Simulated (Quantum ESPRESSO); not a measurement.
## Kohn-Sham bands of TiFe (CsCl type)

```
TiFe
1.0
    2.93868     0.00000     0.00000
    0.00000     2.93868     0.00000
    0.00000     0.00000     2.93868
Ti Fe
1 1
Cartesian
  0.00000   0.00000   0.00000
  1.46934   1.46934   1.46934
```

Structure: Materials Project mp-305, symmetrised, not relaxed again. COD (Crystallography Open Database) has an entry of this formula and space group (matched by these alone). Computed values, not measurements, from PBEsol: Quantum ESPRESSO (norm-conserving PseudoDojo potentials, cutoff 72 Ry, no spin polarisation, no spin-orbit coupling) on a Γ-centred 8×8×8 mesh, then Wannier90. Density: 14×14×14 mesh, cold smearing 0.01 Ry. A non-magnetic state is assumed; magnetic ones were not tried.

List the Kohn-Sham levels between −8 and 3.0 eV relative to the Fermi level at the high-symmetry points, as a band run of pw.x on that density gives them (levels within 2 meV counted together).


```
point  k (reciprocal lattice)                                                           levels (eV)
-----  ----------------------  --------------------------------------------------------------------
Γ           0.000 0.000 0.000                              -7.55, -3.86 (×2), -0.99 (×3), 1.30 (×2)
X           0.000 0.500 0.000  -3.85, -3.61, -2.19, -1.03 (×2), -0.68, -0.41, 0.87, 0.93 (×2), 2.60
M           0.500 0.500 0.000                 -4.35, -3.73, -2.17 (×2), 0.03, 0.47, 1.03 (×2), 1.80
R           0.500 0.500 0.500                                     -2.13 (×3), -1.95 (×3), 0.07 (×2)
```
